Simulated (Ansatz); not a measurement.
Input file for Ansatz (an electronic-structure program):

Ansatz 0.2 input:
```yaml
crystal:
  lattice:
    - [3.9057149808, 0.0, 0.0]
    - [-1.9528574904, 3.3824483934, 0.0]
    - [0.0, 0.0, 5.1711651244]
  atoms:
    - { symbol: Te, position: [0.0, 0.0, 0.2602007744] }
    - { symbol: Pt, position: [0.3333333333, 0.6666666667, 0.9920798062] }
    - { symbol: Se, position: [0.6666666667, 0.3333333333, 0.7477194194] }
kpoints:
  mp_grid: { grid: [12, 12, 8] }
hamiltonian:
  xc: r2scan
  dispersion: d4
  pseudopotentials: { kind: paw }
scf:
  occupations: { method: fermi_dirac, width: 0.1 }
phonons:
  method: dfpt
  response_accuracy: low
  eigenvectors: true
  rigid_motions: translations
```

Output (shortened):

```
Pseudopotential: Te, paw, valence charge 16
Pseudopotential: Pt, paw, valence charge 18
Pseudopotential: Se, paw, valence charge 16
Functional definition: r2SCAN
Crystal: 3 atoms, lattice volume = 68.316 Å³
Basis set: ecut = 500 eV, 1741 PW (Γ), exchange–correlation on 150×150×200 points (125 copies of the dense FFT grid, shifted against one another)
Bands: 30, of which v1, the nominal top of the filled ones, is band 25 counted from 1 (24 counted from 0)
Symmetry: 6 space group operations
k-points: 320 of 1152 (irreducible under 2 space group operations, time reversal used)
SCF iter   1: F=—  HF=-25011.534241 eV  |F-HF|=—  |Δ(HF+E_count)|=         —  Δρ=6.41e-3  dr2=3.57e-2  dr2_τ=4.14e-2  ethr=1.77e-3  ⟨swp⟩=5.9  Hψ=40080  notcnv=0
preconditioner: auto → LDOS
SCF iter   2: F=—  HF=-25011.563945 eV  |F-HF|=—  |Δ(HF+E_count)|=   2.97e-2  Δρ=4.30e-3  dr2=1.98e-2  dr2_τ=3.26e-3  ethr=7.13e-5  ⟨swp⟩=2.0  Hψ=20480  notcnv=0
SCF iter   3: F=—  HF=-25011.559376 eV  |F-HF|=—  |Δ(HF+E_count)|=   4.57e-3  Δρ=7.67e-4  dr2=2.84e-4  dr2_τ=3.88e-5  ethr=3.95e-5  ⟨swp⟩=2.0  Hψ=16435  notcnv=0
SCF iter   4: F=—  HF=-25011.559477 eV  |F-HF|=—  |Δ(HF+E_count)|=   1.01e-4  Δρ=2.62e-4  dr2=1.01e-4  dr2_τ=7.84e-6  ethr=5.68e-7  ⟨swp⟩=2.0  Hψ=16422  notcnv=0
SCF iter   5: F=—  HF=-25011.559442 eV  |F-HF|=—  |Δ(HF+E_count)|=   3.52e-5  Δρ=4.96e-5  dr2=2.27e-6  dr2_τ=1.92e-7  ethr=2.03e-7  ⟨swp⟩=2.0  Hψ=15474  notcnv=0
SCF iter   6: F=—  HF=-25011.559436 eV  |F-HF|=—  |Δ(HF+E_count)|=   5.96e-6  Δρ=1.31e-5  dr2=1.01e-7  dr2_τ=8.73e-9  ethr=4.55e-9  ⟨swp⟩=2.0  Hψ=14762  notcnv=0
SCF iter   7: F=—  HF=-25011.559436 eV  |F-HF|=—  |Δ(HF+E_count)|=   5.07e-8  Δρ=3.52e-6  dr2=5.57e-9  dr2_τ=9.73e-10  ethr=2.02e-10  ⟨swp⟩=2.0  Hψ=16498  notcnv=0
SCF iter   8: F=—  HF=-25011.559436 eV  |F-HF|=—  |Δ(HF+E_count)|=   6.82e-9  Δρ=7.07e-7  dr2=2.80e-10  dr2_τ=6.14e-11  ethr=1.11e-11  ⟨swp⟩=2.0  Hψ=16376  notcnv=0
SCF iter  10: F=-25011.559436 eV  HF=-25011.559436 eV  |F-HF|=7.28e-12  |Δ(HF+E_count)|=  3.64e-12  Δρ=4.34e-8  dr2=1.47e-12  dr2_τ=1.97e-13  ethr=1.00e-12  ⟨swp⟩=6.0  Hψ=44199  notcnv=0
SCF 1 converged in 10 iterations: F = -25011.559436 eV  dr2 = 1.47e-12
DFPT response loops at Γ: preconditioner auto → Kerker (q_TF=auto, 2.590 Å⁻¹) (partly filled bands, converged f_vac=0.025) …
SCF converged after 10 iterations
Free energy (F): -25011.559436 eV
Harris-Foulkes:  -25011.559436 eV  (|F-HF|=7.28e-12)
Internal energy: -25011.531279 eV  (E = F + TS)
E sigma→0 (E₀):  -25011.545357 eV
Entropy (-TS):   -0.028157 eV (-9.386 meV/atom)
Fermi energy:    13.048572 eV
--- Per-component energies (eV) ---
  E_band       = -886.200800
  E_kinetic    = 937.172057
  E_local      = -5691.329554  (includes V_loc(G=0)·N_el)
  E_nonlocal   = -703.607870
  E_hartree    = 2788.964605
  E_xc         = -464.115053
  E_vxc        = -555.985660  (∫ρ·V_xc dr)
  E_paw        = -16092.265702  (= ΣΔE_a)
  E_vpaw       = -484.086922  (= ΣTr[D̂ρ^β])
  E_aug_tail   = -0.000095  (compensation charges beyond the density's cutoff)
  E_vtau       = 33.708050  (kinetic-family band-sum trace: ∫τ·v_τ [+ j·A + Jᵃ·Aᵃ] dr)
  E_ewald      = -5784.087990
  E_disp       = -0.550267  (pairwise vdW)
  E_core_change = -1.711409  (= ΣΔE_core)
  E_smearing   = -0.028157  (= −TS)
  E_closure    =  0.000000  (closes the sum)
  Σ components = -25011.559436   (vs F -25011.559436, Δ=0.00e0)
  [band-id]    e_kinetic+e_local+e_nonlocal+2·e_hartree+e_vxc+e_vpaw+e_augmentation_tail+e_vtau = -886.200784   (vs E_band -886.200800, Δ=1.57e-5)
--- Band table (eV; the first three rows and the last of 320) ---
  k-point 0: bands = ["-88.3661", "-42.0025", "-42.0025", "-41.9266", "-36.2053", "-36.2053", "-36.2011", "-36.2011", "-36.2007", "-25.5373", "-25.5373", "-25.5145", "-25.5145", "-25.5053", "-2.3314", "1.0162", "5.9685", "6.8909", "6.8909", "9.0450", …
  k-point 1: bands = ["-88.3661", "-42.0025", "-42.0025", "-41.9266", "-36.2053", "-36.2053", "-36.2011", "-36.2011", "-36.2007", "-25.5373", "-25.5373", "-25.5145", "-25.5145", "-25.5053", "-2.2713", "0.8306", "6.2284", "6.9022", "6.9022", "9.0398", …
  k-point 2: bands = ["-88.3661", "-42.0025", "-42.0025", "-41.9266", "-36.2053", "-36.2053", "-36.2011", "-36.2011", "-36.2007", "-25.5373", "-25.5373", "-25.5145", "-25.5145", "-25.5053", "-2.1035", "0.3979", "6.8678", "6.9298", "6.9298", "9.0278", …
  k-point 319: bands = ["-88.3660", "-42.0072", "-42.0051", "-41.9262", "-36.2056", "-36.2053", "-36.2010", "-36.2009", "-36.2006", "-25.5360", "-25.5335", "-25.5155", "-25.5142", "-25.5021", "-0.9615", "0.7172", "6.2977", "6.6114", "7.7528", "8.1442", …
--- Phonons (Γ-DFPT): 6 representative perturbations + reference, on 320 of 1152 k-points (Σ response iterations 46) ---
  ASR residual: 5.951e-4 → 0.000e0 eV/Å²; symmetrization residual: 4.344e-4 eV/Å²
  pairwise dispersion correction: d4 (s6 = 1.0, s8 = 0.6018749, s9 = 1.0, a1 = 0.51559235, a2_bohr = 5.77342911), with the weights of each atom's references …
  ASR residual per site (eV/Å²): 5.95e-4 1.17e-4 4.76e-4
  Γ frequencies (cm⁻¹): 0.00 0.00 0.00 133.37 133.37 173.44 185.36 185.36 194.28
  non-analytic LO–TO correction: not included (Born effective charges unavailable; polar crystals: no LO–TO splitting at Γ)
```

Cost: very roughly 40 core-minutes on shared cores.

Space group P3m1. The first step of the workflow began from a Materials Project structure, measured or hypothetical; the Crystallography Open Database copy checked does not list it. With Te and Se taken as one species the cell has the higher symmetry P-3m1, so it may be an ordered model of a mixed-site phase. Whether it is the stable phase at ambient conditions was not checked. The cell was relaxed with r²SCAN+D4 under the symmetry of its start; its stability against distortions is not shown here. The run is not spin-polarised. As this level gives no gap, phonon frequencies hold no LO–TO term and depend on the k-mesh and smearing (Fermi–Dirac, 0.1 eV here). Scalar-relativistic: spin–orbit coupling is off unless named, which matters more the heavier the elements.

Potentials: the later of the program's two PAW sets.

Ansatz is a plane-wave DFT program.
